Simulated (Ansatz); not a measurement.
CaB₆ (space group Pm-3m)

```
CaB6
1.0
    4.14779     0.00000     0.00000
    0.00000     4.14779     0.00000
    0.00000     0.00000     4.14779
Ca B
1 6
Direct
  0.00000   0.00000   0.00000
  0.20178   0.50000   0.50000
  0.79822   0.50000   0.50000
  0.50000   0.20178   0.50000
  0.50000   0.79822   0.50000
  0.50000   0.50000   0.20178
  0.50000   0.50000   0.79822
```

The slice is a {100} plane (indices of the conventional cell) through the point (0.500, 0.500, 0.798) (fractional), spanned by u = [100] and v = [010] in vectors of this cell: u (4.15 Å) and v (4.15 Å, at 90° to u). It covers one period; positions are fractions (u, v).

The numbers are results of PBE (plane waves to 420 eV, PAW, scalar-relativistic; Ansatz, a quantum-chemistry and plane-wave program), not measurements. k mesh 8×8×8. Inside the PAW spheres the values are not all-electron values, and peaks at nuclei hang on which shells count as valence. CaB6 was relaxed with its symmetry unable to fall.

Sketch the electron localisation function (ELF) on this plane as a map.


```
|xxx147887764433333334467788741xx|
|xx13578876544333333344567887531x|
|11356788765433222223345678876531|
|44567888765432222222345678887654|
|67778887764321111111234677888777|
|88888877654211000001124567788888|
|88888776542100000000012456778888|
|77777765421000000000001245677777|
|77666654210000000000000124566667|
|66555442100000000000000012445556|
|54444321000001223221000001234444|
|44433210000012455542100000123344|
|33332110000125678765210000112333|
|33322100000246899986420000012233|
|33322100000257999997520000012233|
|33322100000358999998530000012233|
|33322100000257999997520000012233|
|33322100000246899986420000012233|
|33332110000125678765210000112333|
|44433210000012455542100000123344|
|54444321000001223221000001234444|
|66555442100000000000000012445556|
|77666654210000000000000124566667|
|77777765421000000000001245677777|
|88888776542100000000012456778888|
|88888877654211000001124567788888|
|67778887764321111111234677888777|
|44567888765432222222345678887654|
|11356788765433222223345678876531|
|xx13578876544333333344567887531x|
|xxx147887764433333334467788741xx|
|xxx146887765433333334567788641xx|
```
Scale: ten equal steps from 0.03 (start of '0') to 0.75 (end of '9'), in the order '0123456789'. Values: electron localisation function (ELF). The map has 32 points along u (one character each, u = 0 at the left) and 32 along v (v = 0 in the bottom row). Points within 0.3 Å of a nucleus are blanked (x), as the pseudised field means little there.
